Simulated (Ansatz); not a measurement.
ZnO:
```yaml
crystal:
  lattice:
    - [3.23490, 0.00000, 0.00000]
    - [-1.61745, 2.80151, 0.00000]
    - [0.00000, 0.00000, 5.21190]
  atoms:
    - { symbol: Zn, position: [0.66667, 0.33333, 0.00238] }
    - { symbol: Zn, position: [0.33333, 0.66667, 0.50238] }
    - { symbol: O, position: [0.66667, 0.33333, 0.62282] }
    - { symbol: O, position: [0.33333, 0.66667, 0.12282] }
```

Tensor components refer to the Cartesian frame of this cell.

Problem. Give the high-frequency dielectric tensor and the Born effective charge tensors of the independent atoms from DFPT, plane-wave PAW r²SCAN (Ansatz code).

Solution. 
ε∞:
```
4.35  0.00  0.00
0.00  4.35  0.00
0.00  0.00  4.41
```
Z* of atom 1 (Zn), rows: field, columns: displacement, in e:
```
2.09  0.00  0.00
0.00  2.09  0.00
0.00  0.00  2.14
```
Z* of atom 3 (O), rows: field, columns: displacement, in e:
```
-2.09   0.00   0.00
 0.00  -2.09   0.00
 0.00   0.00  -2.14
```

Static charges for comparison (Bader): Zn1 +1.28, O3 -1.28 e. Born charges measure polarisation by displacement and can exceed these by far.

Space group P6_3mc (wurtzite). The r²SCAN relaxation kept the symmetry of its start.

Potentials: the later of the program's two PAW sets.
